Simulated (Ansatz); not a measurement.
An Ansatz (an electronic-structure program) run. Input:

Ansatz 0.2 input:
```yaml
crystal:
  lattice:
    - [3.5030600346, 0.0, 0.0]
    - [-1.7515300173, 3.0337389809, 0.0]
    - [0.0, 0.0, 5.8436478286]
  atoms:
    - { symbol: Ga, position: [0.0, 0.0, 0.4664199298] }
    - { symbol: Ga, position: [0.6666666667, 0.3333333333, 0.0396968274] }
    - { symbol: P, position: [0.0, 0.0, 0.8696326299] }
    - { symbol: N, position: [0.6666666667, 0.3333333333, 0.374250613] }
kpoints:
  mp_grid: { grid: [10, 10, 5] }
  band_path:
    path:
      - [[0.0, 0.0, 0.0], [0.5, 0.0, 0.0], [0.3333333333, 0.3333333333, 0.0], [0.0, 0.0, 0.0], [0.0, 0.0, 0.5], [0.5, 0.0, 0.5], [0.3333333333, 0.3333333333, 0.5], [0.0, 0.0, 0.5]]  # Γ-M-K-Γ-A-L-H-A
      - [[0.5, 0.0, 0.5], [0.5, 0.0, 0.0]]  # L-M
      - [[0.3333333333, 0.3333333333, 0.5], [0.3333333333, 0.3333333333, 0.0]]  # H-K
    npoints: 8
basis: { xc_grid: 2 }
hamiltonian:
  xc: pbesol
  pseudopotentials: { azcp: { folder: ./paw }, kind: paw_fr }
magnetization: { noncollinear: true, spin_orbit: true }
scf:
  n_extra_bands: 12
  convergence: { dr2_threshold: 0.0000000001 }
  occupations: { method: gaussian, width: 0.05 }
output: { eigenvalues: true }
```

Output (shortened):

```
Pseudopotential: Ga, paw, valence charge 13
Pseudopotential: P, paw, valence charge 5
Pseudopotential: N, paw, valence charge 5
Functional definition: PBEsol
non-collinear run that drives no moment, with spin-orbit …
Crystal: 4 atoms, lattice volume = 62.103 Å³
Basis set: ecut = 420 eV, 1189 PW (Γ), exchange–correlation on 48×48×80 points (8 copies of the dense FFT grid, shifted against one another)
Bands: 48, of which v1, the nominal top of the filled ones, is band 36 counted from 1 (35 counted from 0)
Symmetry: 6 space group operations + 6 with time reversal
k-points: 58 of 500 (time reversal used)
Projection manifold: j_resolved (fully-relativistic pseudo-atomic orbitals)
SCF iter   1: F=—  HF=-8606.966899 eV  |F-HF|=—  |Δ(HF+E_count)|=         —  Δρ=6.36e-2  dr2=3.07e0  dr2_m=0.00e0 (ungated)  ethr=3.10e-3  |M|=0.00e0 ∫|m|=0.00e0 μB  |m|>n=0.0e0 m-floor=0.0e0 τ_xc=0.0e0  β_m=0.30  ⟨swp⟩=7.1  Hψ=14075  notcnv=0  defer=27
preconditioner: auto → Resta (q_TF=auto, 2.491 Å⁻¹)
spin=Noncollinear: Resta preconditioning applied to the charge; magnetization (m_x, m_y, m_z) channels mix plain (no charge-response kernel on spin).
SCF iter   2: F=—  HF=-8606.475683 eV  |F-HF|=—  |Δ(HF+E_count)|=   4.91e-1  Δρ=4.58e-2  dr2=1.62e0  dr2_m=0.00e0 (ungated)  ethr=3.10e-3  |M|=0.00e0 ∫|m|=0.00e0 μB  |m|>n=0.0e0 m-floor=0.0e0 τ_xc=0.0e0  β_m=0.65  ⟨swp⟩=2.0  Hψ=3584  notcnv=0  defer=360
preconditioner: auto → Kerker (q_TF=auto, 2.491 Å⁻¹)
spin=Noncollinear: Kerker preconditioning applied to the charge; magnetization (m_x, m_y, m_z) channels mix plain (no charge-response kernel on spin).
SCF iter   3: F=—  HF=-8605.984192 eV  |F-HF|=—  |Δ(HF+E_count)|=   4.91e-1  Δρ=7.65e-3  dr2=4.90e-2  dr2_m=0.00e0 (ungated)  ethr=3.10e-3  |M|=0.00e0 ∫|m|=0.00e0 μB  |m|>n=0.0e0 m-floor=0.0e0 τ_xc=0.0e0  β_m=0.68  ⟨swp⟩=3.4  Hψ=4757  notcnv=0  defer=360
SCF iter   4: F=—  HF=-8605.976099 eV  |F-HF|=—  |Δ(HF+E_count)|=   8.09e-3  Δρ=3.97e-3  dr2=1.37e-2  dr2_m=0.00e0 (ungated)  ethr=1.36e-4  |M|=0.00e0 ∫|m|=0.00e0 μB  |m|>n=0.0e0 m-floor=0.0e0 τ_xc=0.0e0  β_m=0.71  ⟨swp⟩=2.9  Hψ=5770  notcnv=0  defer=326
SCF iter   5: F=—  HF=-8605.974642 eV  |F-HF|=—  |Δ(HF+E_count)|=   1.46e-3  Δρ=1.67e-3  dr2=3.20e-3  dr2_m=0.00e0 (ungated)  ethr=3.80e-5  |M|=0.00e0 ∫|m|=0.00e0 μB  |m|>n=0.0e0 m-floor=0.0e0 τ_xc=0.0e0  β_m=0.85  ⟨swp⟩=2.0  Hψ=4863  notcnv=0  defer=326
SCF iter   6: F=—  HF=-8605.974879 eV  |F-HF|=—  |Δ(HF+E_count)|=   2.37e-4  Δρ=8.34e-4  dr2=5.07e-4  dr2_m=0.00e0 (ungated)  ethr=8.90e-6  |M|=0.00e0 ∫|m|=0.00e0 μB  |m|>n=0.0e0 m-floor=0.0e0 τ_xc=0.0e0  β_m=0.79  ⟨swp⟩=2.0  Hψ=4532  notcnv=0  defer=326
SCF iter   7: F=—  HF=-8605.974726 eV  |F-HF|=—  |Δ(HF+E_count)|=   1.53e-4  Δρ=3.69e-4  dr2=1.17e-4  dr2_m=0.00e0 (ungated)  ethr=1.41e-6  |M|=0.00e0 ∫|m|=0.00e0 μB  |m|>n=0.0e0 m-floor=0.0e0 τ_xc=0.0e0  β_m=0.82  ⟨swp⟩=2.0  Hψ=4464  notcnv=0  defer=326
SCF iter   8: F=—  HF=-8605.974730 eV  |F-HF|=—  |Δ(HF+E_count)|=   4.34e-6  Δρ=1.25e-4  dr2=1.90e-5  dr2_m=0.00e0 (ungated)  ethr=3.25e-7  |M|=0.00e0 ∫|m|=0.00e0 μB  |m|>n=0.0e0 m-floor=0.0e0 τ_xc=0.0e0  β_m=0.91  ⟨swp⟩=3.0  Hψ=4538  notcnv=0  defer=326
SCF iter  16: F=-8605.974732 eV  HF=-8605.974732 eV  |F-HF|=6.18e-11  |Δ(HF+E_count)|=  9.09e-12  Δρ=2.77e-7  dr2=5.85e-11  dr2_m=0.00e0 (ungated)  ethr=1.00e-12  |M|=0.00e0 ∫|m|=0.00e0 μB  |m|>n=0.0e0 m-floor=0.0e0 τ_xc=0.0e0  ⟨swp⟩=11.8  Hψ=12555  notcnv=0
SCF 1 converged in 16 iterations: F = -8605.974732 eV  dr2 = 5.85e-11
NSCF: frozen V_eff on 75 k-points
SCF converged after 16 iterations
Magnetization: |M| = 0.0000 μB,  M = (+0.0000, +0.0000, +0.0000) μB
Absolute magnetization: 0.0000 μB (∫|m|)
  site 0: m = (+0.0000, +0.0000, +0.0000) μB, |m| = 0.0000 μB  (R = 0.86 Å)
  site 1: m = (+0.0000, +0.0000, +0.0000) μB, |m| = 0.0000 μB  (R = 0.81 Å)
  site 2: m = (+0.0000, +0.0000, +0.0000) μB, |m| = 0.0000 μB  (R = 0.93 Å)
  site 3: m = (+0.0000, +0.0000, +0.0000) μB, |m| = 0.0000 μB  (R = 0.81 Å)
Free energy (F): -8605.974732 eV
Harris-Foulkes:  -8605.974732 eV  (|F-HF|=6.18e-11)
Internal energy: -8605.974537 eV  (E = F + TS)
E sigma→0 (E₀):  -8605.974634 eV
Entropy (-TS):   -0.000195 eV (-0.049 meV/atom)
Fermi energy:    9.141089 eV
--- Per-component energies (eV) ---
  E_band       = -78.428885
  E_kinetic    = 419.509025
  E_local      = -3238.186520  (includes V_loc(G=0)·N_el)
  E_nonlocal   = -112.391939
  E_hartree    = 1975.133081
  E_xc         = -256.365990
  E_vxc        = -247.793400  (∫ρ·V_xc dr)
  E_paw        = -4575.147083  (= ΣΔE_a)
  E_vpaw       = -849.832268  (= ΣTr[D̂ρ^β])
  E_aug_tail   = 0.000403  (compensation charges beyond the density's cutoff)
  E_ewald      = -2820.331193
  E_core_change = 1.805679  (= ΣΔE_core)
  E_smearing   = -0.000195  (= −TS)
  E_closure    =  0.000000  (closes the sum)
  Σ components = -8605.974732   (vs F -8605.974732, Δ=0.00e0)
  [band-id]    e_kinetic+e_local+e_nonlocal+2·e_hartree+e_vxc+e_vpaw+e_augmentation_tail = -78.428535   (vs E_band -78.428885, Δ=3.50e-4)
--- Band table (eV; the first three rows and the last of 58) ---
  k-point 0: bands = ["-7.3319", "-7.3319", "-6.5739", "-6.5739", "-6.5186", "-6.5186", "-6.1453", "-6.1453", "-6.1003", "-6.1003", "-6.0909", "-6.0909", "-6.0378", "-6.0378", "-5.8985", "-5.8985", "-5.6130", "-5.6130", "-5.5135", "-5.5135", "-5.4882", …
  k-point 1: bands = ["-7.3209", "-7.3209", "-6.5742", "-6.5738", "-6.5072", "-6.5072", "-6.1412", "-6.1412", "-6.1012", "-6.1012", "-6.0979", "-6.0887", "-6.0397", "-6.0304", "-5.8761", "-5.8761", "-5.6097", "-5.6097", "-5.5142", "-5.5136", "-5.4633", …
  k-point 2: bands = ["-7.3035", "-7.3035", "-6.5743", "-6.5740", "-6.4894", "-6.4894", "-6.1360", "-6.1360", "-6.1025", "-6.1025", "-6.1000", "-6.0951", "-6.0327", "-6.0277", "-5.8375", "-5.8375", "-5.6045", "-5.6045", "-5.5147", "-5.5144", "-5.3963", …
  k-point 57: bands = ["-7.2362", "-7.1443", "-6.5916", "-6.5278", "-6.4922", "-6.2806", "-6.1677", "-6.1333", "-6.1153", "-6.0978", "-6.0420", "-6.0234", "-5.9949", "-5.9863", "-5.7458", "-5.6781", "-5.5943", "-5.5776", "-5.5462", "-5.5294", "-4.4108", …
```

Cost: about 70 core-seconds (a rough figure) on shared cores.

Space group P3m1. The start of the workflow was typed in or built on a structure type; neither database checked (COD, Materials Project) lists it. Whether it is the stable phase at ambient conditions was not checked. The PBEsol relaxation kept the symmetry of its start; its stability against distortions is not shown here.

Potentials: the earlier of the program's two PAW sets. The files were generated under PBE; for other functionals the program regenerates the frozen cores, and for LDA and PBEsol the local potential too.

Ansatz is a plane-wave DFT program.
